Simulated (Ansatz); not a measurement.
Input file of a DFT run on TiTc2 with Ansatz:

```yaml
crystal:
  lattice:
    - [-1.5049067718, 1.5049067718, 4.5546734797]
    - [1.5049067718, -1.5049067718, 4.5546734797]
    - [1.5049067718, 1.5049067718, -4.5546734797]
  atoms:
    - { symbol: Ti, position: [0.0, 0.0, 0.0] }
    - { symbol: Tc, position: [0.3331961323, 0.3331961323, 0.0] }
    - { symbol: Tc, position: [0.6668038677, 0.6668038677, 0.0] }
basis:
  ecutwfc: 600
  ecutrho_ratio: 5
kpoints:
  mp_grid: { grid: [14, 14, 14] }
hamiltonian:
  xc: pbesol
scf:
  occupations: { method: gaussian, width: 0.05 }
output:
  forces: true
  stress: true
  eigenvalues: true
relax:
  f_tol: 0.01
  max_steps: 40
  cell: { stress_tol: 0.1, fix: [volume] }
```

The start was a prototype's sites filled with these elements, not a measured cell.

Q: Before reading the output: what should come out?

A: Energy lowered by 0.1 meV/atom, pressure 11.4 GPa, gap on the mesh zero (metallic) (PBEsol, scalar-relativistic).

The output:

```
Pseudopotentials: kind: paw
Pseudopotential: Ti, paw, valence charge 12, recommended cutoff 420 eV (normal), Ti.paw.azcp
Pseudopotential: Tc, paw, valence charge 15, recommended cutoff 500 eV (normal), Tc.paw.azcp
Crystal: 3 atoms, lattice volume = 41.261 Å³
Basis set: ecut = 600 eV, 1367 PW (Γ), FFT grids on a1+a3, a2+a3, a3, exchange–correlation on 54×54×90 points (8 copies of the dense FFT grid, shifted against one another)
Bands: 26, of which v1, the nominal top of the filled ones, is band 21 counted from 1 (20 counted from 0)
Symmetry: 16 space group operations
Space group: I4/mmm (ITA 139), of the structure as read, at distance tolerance 3.5e-5 Å
k-points: 244 of 2744
Initial density: superposition of atomic densities (chi_scale 0.1, normalization cell, long waves kept (reshape's long-wave potential 0.00 eV rms))
Initial wavefunctions: pseudopotential atomic-orbital guess
Functional: x = pbesol(κ = 0.804, μ = 0.12346), c = pbesol(β = 0.046)
```

```
SCF iter   1: F=—  HF=-13151.270132 eV  |F-HF|=—  |Δ(HF+E_count)|=         —  Δρ=9.23e-2  dr2=5.42e0  ethr=3.10e-3  ⟨swp⟩=4.5  Hψ=22054  notcnv=0
SCF iter   2: F=—  HF=-13150.470230 eV  |F-HF|=—  |Δ(HF+E_count)|=   8.00e-1  Δρ=4.30e-2  dr2=1.17e0  ethr=3.10e-3  ⟨swp⟩=2.0  Hψ=11181  notcnv=0  defer=176
SCF iter   3: F=—  HF=-13150.268280 eV  |F-HF|=—  |Δ(HF+E_count)|=   2.02e-1  Δρ=5.58e-3  dr2=1.19e-2  ethr=2.80e-3  ⟨swp⟩=2.1  Hψ=9261  notcnv=0  defer=176
SCF iter   4: F=—  HF=-13150.265625 eV  |F-HF|=—  |Δ(HF+E_count)|=   2.65e-3  Δρ=1.38e-3  dr2=1.64e-3  ethr=2.83e-5  ⟨swp⟩=2.0  Hψ=10412  notcnv=0  defer=171
SCF iter   5: F=—  HF=-13150.265389 eV  |F-HF|=—  |Δ(HF+E_count)|=   2.35e-4  Δρ=2.70e-4  dr2=3.29e-5  ethr=3.91e-6  ⟨swp⟩=2.0  Hψ=7909  notcnv=0  defer=171
SCF iter   6: F=—  HF=-13150.265377 eV  |F-HF|=—  |Δ(HF+E_count)|=   1.23e-5  Δρ=1.03e-4  dr2=6.13e-6  ethr=7.83e-8  ⟨swp⟩=2.0  Hψ=8701  notcnv=0  defer=170
SCF iter   7: F=-13150.265376 eV  HF=-13150.265376 eV  |F-HF|=2.10e-8  |Δ(HF+E_count)|=   9.94e-7  Δρ=9.90e-6  dr2=3.33e-8  ethr=2.38e-10  ⟨swp⟩=6.6  Hψ=28797  notcnv=0
SCF 1 converged in 7 iterations: F = -13150.265376 eV  dr2 = 3.33e-8
relax step   1: F+E_penalty+E_count = -13150.26537617 eV  Δ(F+E_penalty+E_count) = +0.000e0 eV  max|allowed force component| = 9.655e-2 eV/Å  Δτ_max = 0.0000 Å  P = +11.541 GPa  Ω = 41.261 Å³  fix = [volume]  reactions: volume +11.541 GPa  (7 SCF iters, dr2 threshold 1.00e-7 eV, accepted)
SCF iter   1: F=—  HF=-13150.265736 eV  |F-HF|=—  |Δ(HF+E_count)|=         —  Δρ=1.55e-3  dr2=2.20e-3  ethr=5.29e-6  ⟨swp⟩=2.5  Hψ=29238  notcnv=0
...
SCF 2 converged in 6 iterations: F = -13150.265486 eV  dr2 = 3.74e-10
SCF 3 converged in 6 iterations: F = -13150.265696 eV  dr2 = 2.31e-10
...
SCF iter   4: F=-13150.265696 eV  HF=-13150.265696 eV  |F-HF|=1.82e-12  |Δ(HF+E_count)|=  5.46e-12  Δρ=6.38e-8  dr2=1.67e-12  ethr=1.00e-12  ⟨swp⟩=1.0  Hψ=6344  notcnv=0
SCF iter   5: F=-13150.265696 eV  HF=-13150.265696 eV  |F-HF|=5.46e-12  |Δ(HF+E_count)|=  3.64e-12  Δρ=7.98e-9  dr2=2.16e-14  ethr=1.00e-12  ⟨swp⟩=1.0  Hψ=6344  notcnv=0
SCF iter   6: F=-13150.265696 eV  HF=-13150.265696 eV  |F-HF|=1.82e-12  |Δ(HF+E_count)|=  3.64e-12  Δρ=2.46e-9  dr2=2.70e-15  ethr=1.00e-12  ⟨swp⟩=1.0  Hψ=13664  notcnv=0
SCF 4 converged in 6 iterations: F = -13150.265696 eV  dr2 = 2.70e-15
```

```
SCF converged after 6 iterations
Free energy (F): -13150.265696 eV
E sigma→0 (E₀):  -13150.264581 eV
Entropy (-TS):   -0.002230 eV (-0.743 meV/atom)
Fermi energy:    21.573386 eV
--- Forces (eV/Å), atoms counted from 1 ---
  atom   1  Ti     0.00000000     0.00000000     0.00000000
  atom   2  Tc     0.00000000     0.00000000    -0.00274784
  atom   3  Tc     0.00000000     0.00000000     0.00274784
--- Stress (GPa, compression-positive) ---
       11.443732       0.000000       0.000000
        0.000000      11.443732       0.000000
        0.000000       0.000000      11.359274
  P = ⅓ Tr σ = 11.4156 GPa (114.156 kbar)
--- Relaxed structure (3 steps of the walk, 3 accepted, 1 SCFs on fresh bases) ---
  F+E_penalty+E_count = -13150.26569631 eV   max|allowed force component| = 2.748e-3 eV/Å   (the final SCF, on the basis selected at the relaxed cell)
  cell:  # Å, volume = 41.2607 Å³
    - [-1.50505, 1.50505, 4.55381]
    - [1.50505, -1.50505, 4.55381]
    - [1.50505, 1.50505, -4.55381]
  atoms:
    - { symbol: Ti, position: [0.00000, 0.00000, 0.00000] }
    - { symbol: Tc, position: [0.33356, 0.33356, 0.00000] }
    - { symbol: Tc, position: [0.66644, 0.66644, 0.00000] }
```

It took roughly 2.8 core-minutes on a shared host.

Total energies depend on the potentials used, so only differences within one code and one set of settings carry meaning.
